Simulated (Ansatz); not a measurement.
Single point in Ansatz 0.2.0 with PBEsol, spin-orbit coupling. Cutoff 420 eV, PAW datasets, 8×8×4 Γ-centred k mesh, fermi-dirac filling (width 0.1 eV).

Computed maps in the lattice plane spanned by b (left to right, 3.15 Å, 10 points from zero) and c (bottom to top, 7.99 Å, 24 points from zero), 90° apart, at height 0.000 along a. The fields are smooth PAW ones with compensation charges, not the true ones near nuclei.

Valence density. Digits on a logarithmic scale: 0 up to 0.03 e/Å³, each further digit a factor of 1.6, 9 from 1.3 e/Å³ up:
```
5579999975
5579999975
5579999975
4569999965
4456888654
4445676544
4456888654
4468999864
4469999964
3468999864
2357898753
2245676542
2345666543
3346898643
4458999854
4469999964
4458999854
4456888654
4445565544
4444454444
5544444445
5555444555
5555555555
5567898765
```

Task: The cell is GaMoN. Which atoms lie within 0.2 Å of this plane, and where (fractions of b and c)?

Result: Mo at (0.50, 0.90), Ga at (0.50, 0.34), N at (0.50, 0.62). The whole cell:
```xyz
6
Lattice="3.1542 0.0000 0.0000 0.0000 3.1542 0.0000 0.0000 0.0000 7.9852" Properties=species:S:1:pos:R:3 pbc="T T T"
Mo    0.0000    1.5771    7.1867
Mo    1.5771    0.0000    0.7985
Ga    0.0000    1.5771    2.6751
Ga    1.5771    0.0000    5.3102
N     0.0000    1.5771    4.9269
N     1.5771    0.0000    3.0583
```

The state carries no moments; the state need not be the lowest.

Origin: a known structure type with other elements, at an estimated volume, so it need not be a known compound. Caveats: atoms or cell far from equilibrium.
